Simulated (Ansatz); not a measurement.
An Ansatz run on a 12-atom cell of Ti3SiO8 built on the rutile structure (relaxed group Cmmm) left the output below. Cell and atoms come from a relaxation with r2SCAN.

The cell:
```cif
data_structure
_symmetry_space_group_name_H-M 'P 1'
_symmetry_Int_Tables_number 1
_cell_length_a 4.4894
_cell_length_b 4.4894
_cell_length_c 5.7867
_cell_angle_alpha 90.000
_cell_angle_beta 90.000
_cell_angle_gamma 89.847
_cell_volume 116.63
loop_
_atom_site_label
_atom_site_type_symbol
_atom_site_fract_x
_atom_site_fract_y
_atom_site_fract_z
_atom_site_occupancy
Si1 Si 0.50000 0.50000 0.00000 1
Ti1 Ti 0.00000 0.00000 0.75599 1
O1 O 0.20955 0.20955 0.00000 1
O2 O 0.79045 0.79045 0.00000 1
O3 O 0.68781 0.31219 0.77044 1
O4 O 0.31219 0.68781 0.77044 1
Ti2 Ti 0.50000 0.50000 0.50000 1
Ti3 Ti 0.00000 0.00000 0.24401 1
O5 O 0.19508 0.19508 0.50000 1
O6 O 0.80492 0.80492 0.50000 1
O7 O 0.68781 0.31219 0.22956 1
O8 O 0.31219 0.68781 0.22956 1
```

Abridged output:
```
Crystal: 12 atoms, lattice volume = 116.631 Å³
Basis set: ecut = 500 eV, 2977 PW (Γ)
Bands: 56, of which v1, the nominal top of the filled ones, is band 44 counted from 1 (43 counted from 0)
Symmetry: 8 space group operations
k-points: 76 of 144 (irreducible under 1 space group operation, time reversal used)
preconditioner: auto → Resta (q_TF=auto, 2.603 Å⁻¹)  ε∞=6.7  [insulator: Δε(μ)=2.477 eV  ℏωp=27.5 eV]
SCF converged after 12 iterations
Free energy (F): -12717.986226 eV
Fermi energy:    9.232921 eV
--- Per-component energies (eV) ---
  E_band       = -630.813355
  E_kinetic    = 2285.982889
  E_local      = -5261.571010
  E_nonlocal   = 403.058790
  E_hartree    = 1994.793723
  E_xc         = -926.019536
  E_vxc        = -1306.318591
  E_paw        = -4962.413451
  E_vpaw       = -825.920678
  E_vtau       = 84.359261
  E_ewald      = -6250.733985
  E_core_change = -1.092332
--- Dielectric response (ions clamped): 3 representative field directions + reference, inside a basis on a mesh of 144 k-points ---
  ε∞ (high-frequency dielectric tensor):
        5.752043     0.000000     0.000000
        0.000000     5.949478     0.000000
        0.000000     0.000000     6.846623
  Born effective charges Z* (e; rows j = field, columns β = displacement):
    site 0:
         5.49538    0.00000    0.00000
         0.00000    3.80834    0.00000
         0.00000    0.00000    5.13408
    site 1:
         4.54934    0.00000    0.00000
         0.00000    6.31070    0.00000
         0.00000    0.00000    7.32937
    site 2:
        -3.32567    0.00000    0.00000
         0.00000   -1.33295    0.00000
         0.00000    0.00000   -3.82375
    site 3:
        -3.32567    0.00000    0.00000
         0.00000   -1.33295    0.00000
         0.00000    0.00000   -3.82375
    site 4:
        -1.41741    0.00000    0.00000
         0.00000   -4.30653    0.51459
         0.00000    0.58191   -2.89490
    site 5:
        -1.41741    0.00000    0.00000
         0.00000   -4.30653   -0.51459
         0.00000   -0.58191   -2.89490
    site 6:
         7.38251    0.00000    0.00000
         0.00000    6.01010    0.00000
         0.00000    0.00000    6.31152
    site 7:
         4.54934    0.00000    0.00000
         0.00000    6.31070    0.00000
         0.00000    0.00000    7.32937
    site 8:
        -4.82779    0.00000    0.00000
         0.00000   -1.27391    0.00000
         0.00000    0.00000   -3.43863
    site 9:
        -4.82779    0.00000    0.00000
         0.00000   -1.27391    0.00000
         0.00000    0.00000   -3.43863
    site 10:
        -1.41741    0.00000    0.00000
         0.00000   -4.30653   -0.51459
         0.00000   -0.58191   -2.89490
    site 11:
        -1.41741    0.00000    0.00000
         0.00000   -4.30653    0.51459
         0.00000    0.58191   -2.89490
  ε∞ is read to err by 2.5e-2, Z* by 3.2e-2 e
```

Q: What input produced it? Give the YAML.

A:
```yaml
crystal:
  # lattice and atoms as above
kpoints:
  mp_grid: { grid: [6, 6, 4] }
hamiltonian:
  xc: r2scan
scf:
  occupations: { method: fixed }
dielectric: {}
```
The term E_vtau belongs to a meta-GGA, which reads the kinetic-energy density. There is no exchange loop, so no exact exchange. A response with clamped ions alone is the dielectric block. The lines shown narrow the functional down without fixing it; this is the one that was run. Not every key shows in the log; this is the file that was used, less any keys that only write grids.

It took 89 s on 1 × NVIDIA H100 80GB HBM3 with 2 threads of AMD EPYC 7R13 Processor (Zen 3) (shared host), load about 0.7 per core; peak host memory 4 GiB.

No spin polarisation. The prototype was imposed, so other structures may be more stable.

For a response run the program warns that the ground state's bands aren't all converged, so ε∞ carries an extra error.
